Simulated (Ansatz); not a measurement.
Chalcopyrite alloy of ZnSiP2 and CdSiP2 (2 of 16 Zn sites exchanged), 64 atoms

Computed with Ansatz 0.2.0, DFT, PBEsol, PAW, plane waves.

Command:

```sh
ansatz run in.yaml --threads 8 --pin off --max-ram 118750MiB --runs-dir r --events-out ev --progress --plain --backend cuda --devices 0,
```

The input less its lattice and atoms:

```yaml
crystal:
  symmetry: { detect: false }
kpoints:
  mp_grid: { grid: [1, 1, 1], shift: [0.25, 0.25, 0.25] }
hamiltonian:
  xc: pbesol
scf:
  occupations: { method: fermi_dirac, width: 0.01 }
relax:
  f_tol: 0.03
  max_steps: 80
  escape_saddle: false
  adjacent_minimum: "off"
  cell: { fix: [alpha, beta, gamma] }
output:
  forces: true
  eigenvalues: true
  populations: true
```

Start:

```
Zn Si P Cd
1.0
    10.77481   -0.00005   -0.00002
    -0.00005   10.77481   -0.00002
    -0.00002   -0.00002   10.45184
Zn Si P Cd
14 16 32 2
Cartesian
  0.0272 10.7468 0.0250
  10.7629 5.4072 10.4506
  5.3926 10.7708 0.0225
  5.3480 5.3880 10.4517
  0.0059 2.7091 2.5902
  10.7648 8.0821 2.6172
  5.3613 2.6939 2.5884
  5.3813 8.1028 2.6269
  2.6989 5.4155 7.8256
  8.0743 0.0008 7.8181
  8.1009 5.3497 7.8705
  2.6826 2.6882 5.2454
  8.1504 2.6913 5.2084
  8.0702 8.0430 5.2122
  10.7616 10.7633 5.2077
  0.0068 5.3714 5.2095
  5.3477 10.7449 5.2004
  5.3513 5.4119 5.2024
  2.6692 10.7706 2.6188
  2.6958 5.3595 2.6009
  8.0384 10.7710 2.6040
  8.0799 5.3955 2.6163
  2.7148 2.7255 0.0085
  2.7072 8.0452 10.4400
  8.0773 2.6744 10.4508
  8.1097 8.0828 0.0013
  0.0125 2.6929 7.8402
  10.7639 8.1100 7.8632
  5.3849 2.7040 7.8212
  5.3867 8.0941 7.8238
  1.4440 1.3158 1.3241
  1.4544 6.7561 1.3438
  6.8247 1.3422 1.3211
  6.8208 6.7144 1.2801
  1.2599 1.3304 6.5374
  1.2311 6.7222 6.5106
  6.6177 1.3732 6.5190
  6.6249 6.7921 6.5483
  3.9623 4.0415 1.3208
  3.9830 9.4031 1.3300
  9.3661 4.0617 1.3187
  9.3370 9.4483 1.2970
  4.0540 1.2813 3.8969
  4.0627 6.6724 3.9038
  9.4348 1.2666 3.8996
  9.4406 6.6915 3.8828
  1.4026 4.1388 3.9323
  1.3529 9.5191 3.9437
  6.7369 4.1413 3.9293
  6.7524 9.5312 3.9014
  1.3139 3.9125 9.1554
  1.3570 9.3468 9.1212
  6.7511 3.9512 9.1377
  6.7134 9.3376 9.1851
  4.1233 4.0263 6.5421
  4.1522 9.4323 6.5035
  9.5309 4.0448 6.4932
  9.5613 9.4563 6.5368
  4.0257 1.4288 9.1233
  4.0298 6.8395 9.1370
  9.4448 1.4158 9.1632
  9.4596 6.8209 9.1485
  2.7334 0.0031 7.8366
  2.7192 8.1036 5.2469
```

Steps:

| step | energy less the first (eV) | largest force component (eV/Å) | pressure (GPa) |
| --- | --- | --- | --- |
| start | 0.000 | 1.571 | 0.47 |
| 1 | -1.200 | 0.398 | -0.14 |
| 2 | -1.321 | 0.058 | -0.03 |
| 3 | -1.322 | 0.056 | 0.02 |
| 4 | -1.325 | 0.005 | 0.00 |
| 5 | -1.325 | 0.005 | 0.00 |

A structure on the way, about -1.20 eV from the start:

```xyz
64
Lattice="10.7827 -0.0001 0.0000 -0.0001 10.7687 0.0000 0.0000 0.0000 10.4805" Properties=species:S:1:pos:R:3 pbc="T T T"
Zn   10.7669   10.7621    0.0292
Zn   10.7488    5.4021    0.0014
Zn    5.4212    0.0000    0.0345
Zn    5.3779    5.3924    0.0070
Zn   10.7716    2.6971    2.6013
Zn   10.7500    8.0498    2.6107
Zn    5.3741    2.6857    2.6123
Zn    5.4008    8.0908    2.6050
Zn    2.7114    5.3819    7.8720
Zn    8.0891    0.0068    7.8530
Zn    8.0994    5.3532    7.8997
Zn    2.6890    2.7143    5.2360
Zn    8.1303    2.6896    5.2343
Zn    8.0778    8.0301    5.2357
Si   10.7339    0.0117    5.2169
Si   10.7694    5.3639    5.2376
Si    5.4384    0.0198    5.2066
Si    5.4236    5.3617    5.2187
Si    2.6799    0.0334    2.5934
Si    2.6887    5.3591    2.5951
Si    8.0632    0.0084    2.6022
Si    8.0835    5.3858    2.6087
Si    2.6999    2.7303    0.0085
Si    2.7179    8.0403    0.0118
Si    8.1023    2.6897   10.4762
Si    8.0886    8.0785    0.0060
Si   10.7762    2.7229    7.8728
Si   10.7383    8.0813    7.8778
Si    5.4349    2.7275    7.8392
Si    5.4566    8.0588    7.8668
P     1.4208    1.3509    1.2965
P     1.4293    6.7251    1.3171
P     6.8319    1.3684    1.3147
P     6.8278    6.7193    1.2954
P     1.1954    1.4069    6.4906
P     1.1936    6.6586    6.6080
P     6.6730    1.3676    6.5504
P     6.6725    6.7133    6.5627
P     3.9751    4.0379    1.3112
P     3.9715    9.4208    1.3194
P     9.3591    4.0448    1.3169
P     9.3345    9.4223    1.3079
P     4.0463    1.2689    3.9243
P     4.1288    6.5752    3.8564
P     9.4131    1.2748    3.9055
P     9.4285    6.6460    3.9143
P     1.3559    4.1307    3.9234
P     1.2828    9.5695    3.8664
P     6.7669    4.1050    3.9156
P     6.7720    9.5000    3.9086
P     1.3211    3.9577    9.1885
P     1.2896    9.2767    9.2281
P     6.7537    3.9633    9.1867
P     6.7468    9.3519    9.1913
P     4.1375    4.0388    6.5489
P     4.2684    9.4327    6.5377
P     9.5042    4.0425    6.5379
P     9.5151    9.4315    6.5436
P     4.1281    1.5141    9.2309
P     4.0521    6.8178    9.1617
P     9.4402    1.4301    9.1702
P     9.4236    6.8167    9.1808
Cd    2.7199    0.0362    7.8946
Cd    2.7082    8.0706    5.2324
```

End:

```xyz
64
Lattice="10.7773 -0.0001 0.0000 -0.0001 10.7732 0.0000 0.0000 0.0000 10.4617" Properties=species:S:1:pos:R:3 pbc="T T T"
Zn   10.7606    0.0159    0.0256
Zn    0.0019    5.3880    0.0016
Zn    5.4037   10.7564    0.0220
Zn    5.3842    5.3951    0.0100
Zn    0.0082    2.6918    2.6173
Zn   10.7656    8.0597    2.5946
Zn    5.3906    2.6840    2.6131
Zn    5.4092    8.0905    2.6060
Zn    2.7153    5.3659    7.8679
Zn    8.0928   10.7687    7.8547
Zn    8.0870    5.3830    7.8520
Zn    2.7063    2.7151    5.2173
Zn    8.0763    2.6971    5.2306
Zn    8.0842    8.0837    5.2283
Si   10.7350    0.0313    5.2013
Si   10.7553    5.3685    5.2251
Si    5.4509    0.0284    5.2173
Si    5.4220    5.3650    5.2157
Si    2.6967    0.0283    2.5971
Si    2.7034    5.3733    2.6070
Si    8.0881    0.0102    2.5969
Si    8.0910    5.3881    2.6057
Si    2.7065    2.7211    0.0002
Si    2.6987    8.0624    0.0080
Si    8.0917    2.7002   10.4570
Si    8.0897    8.0820    0.0064
Si   10.7541    2.7222    7.8325
Si   10.7340    8.0544    7.8584
Si    5.4248    2.7300    7.8490
Si    5.4491    8.0622    7.8513
P     1.4405    1.3646    1.2890
P     1.4404    6.7179    1.3128
P     6.8219    1.3478    1.2980
P     6.8234    6.7357    1.3049
P     1.1886    1.4189    6.4586
P     1.1871    6.6444    6.6121
P     6.6814    1.3631    6.5494
P     6.6797    6.7084    6.5268
P     3.9610    4.0364    1.3085
P     3.9516    9.4210    1.3089
P     9.3565    4.0348    1.3043
P     9.3453    9.4222    1.3069
P     4.0448    1.2618    3.9297
P     4.1112    6.5827    3.8538
P     9.3962    1.2868    3.9031
P     9.4254    6.6503    3.9170
P     1.3484    4.1265    3.9185
P     1.2627    9.5852    3.8390
P     6.7538    4.1031    3.9062
P     6.7552    9.5171    3.9056
P     1.3429    3.9560    9.1485
P     1.2586    9.2636    9.2238
P     6.7502    3.9840    9.1634
P     6.7500    9.3408    9.1648
P     4.1364    4.0417    6.5322
P     4.2814    9.4375    6.5434
P     9.4761    4.0424    6.5295
P     9.5109    9.4275    6.5306
P     4.1366    1.5141    9.2319
P     4.0511    6.8209    9.1421
P     9.4343    1.4332    9.1498
P     9.4030    6.7978    9.1658
Cd    2.6843    0.0261    7.8823
Cd    2.6754    8.0829    5.2329
```

Self-consistency was reached.

Time: 11 s of wall time on one NVIDIA GB300 with 8 processor threads, on a host shared with other runs; peak host memory 2 GiB.

How much energy did the relaxation gain, and which atom moved most?

1.32 eV in 5 steps, from a start with small random displacements; atom 59 (P) moved 0.17 Å, the median atom 0.05 Å (drift of the whole cell removed).
